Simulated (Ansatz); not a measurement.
Relaxed AuSb$_{2}$ (space group Pa-3):

```
CELL_PARAMETERS angstrom
      6.62458     0.00000     0.00000
      0.00000     6.62458     0.00000
      0.00000     0.00000     6.62458
ATOMIC_POSITIONS crystal
  Sb 0.37498 0.12502 0.87498
  Sb 0.62502 0.87498 0.12502
  Sb 0.12502 0.87498 0.37498
  Sb 0.87498 0.12502 0.62502
  Sb 0.87498 0.37498 0.12502
  Sb 0.12502 0.62502 0.87498
  Sb 0.62502 0.62502 0.62502
  Sb 0.37498 0.37498 0.37498
  Au 0.00000 0.50000 0.50000
  Au 0.50000 0.50000 0.00000
  Au 0.50000 0.00000 0.50000
  Au 0.00000 0.00000 0.00000
```

The atoms are displaced by Q × the pattern below (from a DFPT mode at Γ, largest move 1; Q in Å), at fixed cell.

```csv
atom,x,y,z
Sb1,-0.285,0.285,-0.285
Sb2,-0.285,0.285,-0.285
Sb3,0.285,-0.285,-0.285
Sb4,0.285,-0.285,-0.285
Sb5,-0.285,-0.285,0.285
Sb6,-0.285,-0.285,0.285
Sb7,0.285,0.285,0.285
Sb8,0.285,0.285,0.285
Au9,-0.577,0.577,-0.577
Au10,0.577,-0.577,-0.577
Au11,-0.577,-0.577,0.577
Au12,0.577,0.577,0.577
```

Level of theory: LDA (plane waves to 420 eV, PAW, scalar-relativistic; Ansatz, a quantum-chemistry and plane-wave program). k mesh 6×6×6 (Γ-centred), Fermi-Dirac smearing 0.05 eV. Energies are smeared free energies. With partly filled bands, energies and forces of such displacements shift with the k mesh and the smearing. AuSb2 was relaxed with its symmetry unable to fall. Spin-orbit coupling is left out, though Au and Sb are heavy. ΔE is measured from the undisplaced structure. The last digit holds for this mesh only.

| Q (Å) | ΔE (meV/cell) |
|---|---|
| -0.180 | withheld |
| -0.150 | 482.3 |
| -0.120 | 310.1 |
| -0.090 | 175.0 |
| -0.060 | 78.0 |
| -0.030 | 19.5 |
| 0.000 | 0.0 |
| 0.030 | 19.5 |
| 0.060 | 78.0 |
| 0.090 | 175.0 |
| 0.120 | 310.1 |
| 0.150 | 482.3 |
| 0.180 | withheld |

Q: Fit an even polynomial form (powers 2, 4) to the given rows and predict ΔE at Q = 0.180.

A: Least squares on the 11 given rows: ΔE = (21710)·Q² + (-11990)·Q⁴, in meV/cell with Q in Å; root-mean-square residual 0.06 meV/cell. At 0.180 the fit gives 690.8 meV/cell; the calculation gives 690.5 meV/cell, so the extrapolation is off by 0.3 (+0.0 %). The quadratic term alone would give 703.4 meV/cell.

(For displaced atoms, the force is minus the slope of the energy, and its curvature is a force constant, which sets phonon frequencies.)
